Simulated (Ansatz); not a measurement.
Ni2P (space group P-62m)

```yaml
crystal:
  lattice:
    - [5.80475, 0.00000, 0.00000]
    - [-2.90238, 5.02706, 0.00000]
    - [0.00000, 0.00000, 3.31843]
  atoms:
    - { symbol: Ni, position: [0.60033, 0.00000, 0.50000] }
    - { symbol: Ni, position: [0.39967, 0.39967, 0.50000] }
    - { symbol: Ni, position: [0.00000, 0.60033, 0.50000] }
    - { symbol: Ni, position: [0.74060, 0.74060, 0.00000] }
    - { symbol: Ni, position: [0.00000, 0.25940, 0.00000] }
    - { symbol: Ni, position: [0.25940, 0.00000, 0.00000] }
    - { symbol: P, position: [0.33333, 0.66667, 0.00000] }
    - { symbol: P, position: [0.66667, 0.33333, 0.00000] }
    - { symbol: P, position: [0.00000, 0.00000, 0.50000] }
```

The slice is a (-1 1 0 0) plane (indices of the conventional cell) through the point (0.400, 0.400, 0.500) (fractional), spanned by u = [001] and v = [110] in vectors of this cell: u (3.32 Å) and v (5.80 Å, at 90° to u). It covers one period; positions are fractions (u, v).

Calculation: PBEsol (plane waves to 420 eV, PAW, scalar-relativistic; Ansatz, a first-principles code). k mesh 9×9×14. Inside the PAW spheres the values are not all-electron values, and peaks at nuclei hang on which shells count as valence. Ni2P is run without spin polarisation. Ni2P was relaxed with its symmetry unable to fall.

**Question.** Predict the map of the valence electron density on the slice.

**Answer.** 
```
|8888553322222222335588|
|6655443322222222334455|
|4433332222222222223333|
|3333332222222222223333|
|3333333322222222333333|
|3344443333222233334444|
|2233443333222233334433|
|0022443333222233334422|
|2233443333333333334433|
|3344443333333333334444|
|3333333344555544333333|
|3333334466888866443333|
|2222334477999977443322|
|2222224477999977442222|
|2222223355666655332222|
|2222223333444433332222|
|3333332222333322223333|
|6655443322222222334455|
|8888553322222222335588|
|9988663322222222336688|
```
Scale: ten equal steps from -1.49 (start of '0') to 1.78 (end of '9'), in the order '0123456789'. Values: log₁₀ of the valence density in e/Å³. The map has 11 points along u (two characters each, u = 0 at the left) and 20 along v (v = 0 in the bottom row). The scale is logarithmic, as a density can span decades between atoms and voids.
